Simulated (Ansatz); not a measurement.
SnSe:
```
CELL_PARAMETERS angstrom
      8.68218     0.00000     0.00000
      0.00000     4.07692     0.00000
      0.00000     0.00000     6.40635
ATOMIC_POSITIONS crystal
  Sn 0.49261 0.25000 0.73241
  Sn 0.99261 0.25000 0.76759
  Sn 0.50739 0.75000 0.26759
  Sn 0.00739 0.75000 0.23241
  Se 0.67869 0.25000 0.09164
  Se 0.17869 0.25000 0.40836
  Se 0.32131 0.75000 0.90836
  Se 0.82131 0.75000 0.59164
```

Relaxed with r²SCAN.

Problem. Which orbitals make up the states near the band edges in DFT-r²SCAN in the program Ansatz with PAW potentials?

Solution. Top 1 eV of the valence band: Se 4p 59 %, Sn 5s 23 %, Sn 5p 16 %. Bottom 1 eV of the conduction band: Sn 5p 66 %, Se 4p 16 %, Se 4s 7 %, Sn 5s 7 %. Projections are on Löwdin-orthogonalised atomic valence shells; empty p or d shells of many metals are not among them.

Problem. Tabulate the density of states.

Solution. States/eV per cell of 8 atoms, in 0.25 eV bins, energy from the valence-band maximum.

| E (eV) | total | Se 4p | Sn 5p | Sn 5s |
|---|---|---|---|---|
| -7.85 | 2.11 | 0.56 | 0.14 | 1.33 |
| -7.60 | 5.22 | 1.41 | 0.27 | 3.36 |
| -7.35 | 5.53 | 1.59 | 0.23 | 3.48 |
| -7.10 | 5.44 | 1.58 | 0.24 | 3.37 |
| -6.85 | 3.39 | 0.98 | 0.14 | 2.06 |
| -6.60 | 3.54 | 1.01 | 0.15 | 2.10 |
| -6.35 | 2.50 | 0.72 | 0.10 | 1.38 |
| -6.10 | 2.47 | 0.72 | 0.11 | 1.28 |
| -5.85 | 1.32 | 0.35 | 0.06 | 0.70 |
| -5.60 | 0.32 | 0.08 | 0.01 | 0.17 |
| -5.35 | 0.00 | 0.00 | 0.00 | 0.00 |
| -5.10 | 0.00 | 0.00 | 0.00 | 0.00 |
| -4.85 | 0.03 | 0.02 | 0.01 | 0.00 |
| -4.60 | 1.65 | 0.96 | 0.64 | 0.03 |
| -4.35 | 5.38 | 3.20 | 1.97 | 0.14 |
| -4.10 | 6.42 | 3.78 | 2.27 | 0.24 |
| -3.85 | 4.31 | 2.57 | 1.44 | 0.20 |
| -3.60 | 5.38 | 3.34 | 1.73 | 0.20 |
| -3.35 | 3.54 | 2.30 | 1.06 | 0.10 |
| -3.10 | 4.38 | 2.94 | 1.25 | 0.11 |
| -2.85 | 6.33 | 4.36 | 1.64 | 0.20 |
| -2.60 | 6.81 | 4.85 | 1.59 | 0.23 |
| -2.35 | 8.33 | 6.19 | 1.67 | 0.30 |
| -2.10 | 7.94 | 6.04 | 1.31 | 0.42 |
| -1.85 | 7.83 | 5.81 | 1.30 | 0.54 |
| -1.60 | 6.25 | 4.09 | 1.26 | 0.77 |
| -1.35 | 5.01 | 3.06 | 1.05 | 0.78 |
| -1.10 | 4.75 | 2.78 | 1.05 | 0.81 |
| -0.85 | 4.43 | 2.65 | 0.85 | 0.85 |
| -0.60 | 3.41 | 1.96 | 0.54 | 0.84 |
| -0.35 | 2.69 | 1.55 | 0.35 | 0.73 |
| -0.10 | 1.13 | 0.68 | 0.12 | 0.31 |
| 0.15 | 0.00 | 0.00 | 0.00 | 0.00 |
| 0.40 | 0.00 | 0.00 | 0.00 | 0.00 |
| 0.65 | 0.00 | 0.00 | 0.00 | 0.00 |
| 0.90 | 0.01 | 0.00 | 0.01 | 0.00 |
| 1.15 | 0.57 | 0.09 | 0.36 | 0.05 |
| 1.40 | 3.12 | 0.47 | 2.04 | 0.25 |
| 1.65 | 5.74 | 0.88 | 3.79 | 0.41 |
| 1.90 | 4.79 | 0.84 | 3.12 | 0.30 |
| 2.15 | 3.20 | 0.66 | 2.01 | 0.20 |
| 2.40 | 4.58 | 0.96 | 2.91 | 0.23 |
| 2.65 | 6.43 | 1.47 | 4.02 | 0.28 |
| 2.90 | 6.17 | 1.44 | 3.92 | 0.23 |
| 3.15 | 6.23 | 1.28 | 4.19 | 0.14 |
| 3.40 | 7.40 | 1.61 | 4.82 | 0.15 |
| 3.65 | 6.71 | 1.56 | 4.21 | 0.15 |
| 3.90 | 6.33 | 1.42 | 4.04 | 0.11 |
| 4.15 | 2.65 | 0.60 | 1.70 | 0.04 |
| 4.40 | 4.08 | 0.88 | 2.65 | 0.04 |
| 4.65 | 6.41 | 1.44 | 3.98 | 0.06 |
| 4.90 | 6.81 | 1.55 | 4.23 | 0.06 |
| 5.15 | 4.25 | 1.00 | 2.59 | 0.04 |
| 5.40 | 4.89 | 1.15 | 2.92 | 0.04 |
| 5.65 | 3.92 | 0.93 | 2.27 | 0.03 |

Space group Pnma. The r²SCAN relaxation kept the symmetry of its start. The volume moved by 45 % from the start of the relaxation. Spin–orbit coupling is left out wherever it is not named.

Potentials: the later of the program's two PAW sets.
